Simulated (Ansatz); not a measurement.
## Calculated field gradients at the nuclei for SiO2

The cell is a COD entry (listed for 1.1 GPa) whose atoms were relaxed with PBE, the cell held.

```
Si O
1.0
     4.87570    0.00000    0.00000
     0.00000    4.87570    0.00000
     0.00000    0.00000    6.71630
Si O
4 8
Cartesian
  1.5377 1.5377 0.0000
  0.9002 3.9755 1.6791
  3.3380 3.3380 3.3582
  3.9755 0.9002 5.0372
  1.1317 0.6654 1.3111
  1.7724 3.5696 2.9902
  3.7440 4.2103 4.6693
  3.1033 1.3061 6.3484
  3.5696 1.7724 3.7261
  4.2103 3.7440 2.0470
  1.3061 3.1033 0.3679
  0.6654 1.1317 5.4052
```

Atoms are numbered from 1 in the order listed; like atoms form one site, named after its first atom.

All values are calculated (Ansatz; DFT, r2SCAN, plane waves and PAW, scalar-relativistic, 500 eV cutoff, Γ-centred 5×5×4 k-points, Fermi–Dirac smearing 0.02 eV), not measured.

Conventions: |V_zz| ≥ |V_yy| ≥ |V_xx|, η = (V_xx − V_yy)/V_zz, C_Q = eQV_zz/h. Directions are in the Cartesian axes of the cell vectors above, for the atom listed; none is given where the gradient is under 0.02 or η is above 0.95.

```tsv
site	first atom	first shell	V_zz (10²¹ V/m²)	η	direction of V_zz (x, y, z)
Si	1	4 O at 1.62–1.63 Å	-0.47	0.74	-0.54 0.54 0.64
O	5	2 Si at 1.62–1.63 Å, angle 137°	8.90	0.26	0.21 0.80 -0.56
```

At O V_zz runs parallel to the line that joins its two neighbours (within 1°).

The largest force is 0.3 eV/Å, so the atoms aren't at the calculated equilibrium and relaxing them would move these values.
